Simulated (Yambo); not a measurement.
A G0W0@PBEsol run in Yambo for Ba$_{2}$NF (space group R-3m, No. 166) under isotropic strain of +2 % on all lattice vectors (4×4×4 Γ-centred k mesh, 134 bands and a 7 Ry block in the screening, 134 bands in G with the Bruneval-Gonze terminator, plasmon pole fitted at 27.2 eV) gives these matrix elements, in eV, at the band edges (F → F):

```csv
state,E0,<Vxc>,<Σx>,<Σc(E0)>,Z
valence edge,0.000,-14.788,-17.904,2.497,0.767
conduction edge,1.027,-8.578,-4.404,-3.753,0.831
```

Task: Solve the linearised quasiparticle equation for both states, give the gap, and say how exchange and correlation each act on it.

Result: E = E0 + Z(Σx + Σc − Vxc). Valence: 0.000 + 0.767 × (-17.904 + (2.497) − (-14.788)) = -0.48 eV. Conduction: 1.027 + 0.831 × (-4.404 + (-3.753) − (-8.578)) = 1.38 eV. The gap is 1.85 eV, against 1.03 eV in PBEsol. Replacing Vxc by bare exchange alone would open it by 7.29 eV; correlation takes back 6.25 eV of that, and Z scales what is left. Convergence of the G0W0 settings was not tested. 

Geometry strained from the cell relaxed with PBEsol, atoms relaxed again; primitive cell a = 7.1221 Å, b = 7.1221 Å, c = 7.1221 Å, α = 32.81°, β = 32.81°, γ = 32.81°.

The structure is a Materials Project entry; no match was found in the copy of COD used, and its stability was not checked.
